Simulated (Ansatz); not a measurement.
A trial cell of SiGe₅, before relaxation:

```
Si Ge
1.0
     2.91736    0.00000    0.00000
    -1.45868    2.52651    0.00000
     0.00000    0.00000   14.18054
Si Ge
1 5
Direct
  0.00000 0.00000 0.00000
  0.66667 0.33333 0.83533
  0.00000 0.00000 0.66764
  0.66667 0.33333 0.50000
  0.00000 0.00000 0.33236
  0.66667 0.33333 0.16467
```

Theory: DFT PBE, scalar-relativistic, plane waves, PAW in Ansatz. Cutoff 420 eV, Gaussian smearing, Γ-centred meshes. Cell and atoms relax first on a coarse mesh and then on a finer one. In between, the cell is made exact in the group found at 0.06 Å. In metals the finer mesh still leaves noise of several meV/atom or more. The steps can't lower the symmetry of their start. No spin polarisation.

A guess keeps its type if space group and coordination stay and the shape of the cell changes little (axis ratios within about 15 %, angles within 6°); the volume may change.

Problem. Does it keep its structure type, or change into something else?

Solution. It keeps its type. The symmetry stays P-6m2 (No. 187). The volume per atom grows by 6.7 %, from 17.4 to 18.6 Å³. The shortest distance goes from 2.88 Å (Si–Ge) to 2.83 Å (Si–Ge). The ratio c/a of the conventional cell changes by a factor of 0.99. Counting neighbours within 15 % of an atom's shortest distance, the start has Ge 12, Si 12 and the end Ge 12, Si 12.

The last run used a 12×12×4 mesh (in the run's order of axes) for its 6-atom cell and Gaussian smearing of 0.10 eV. A structure relaxed within its symmetry needn't be a true minimum.
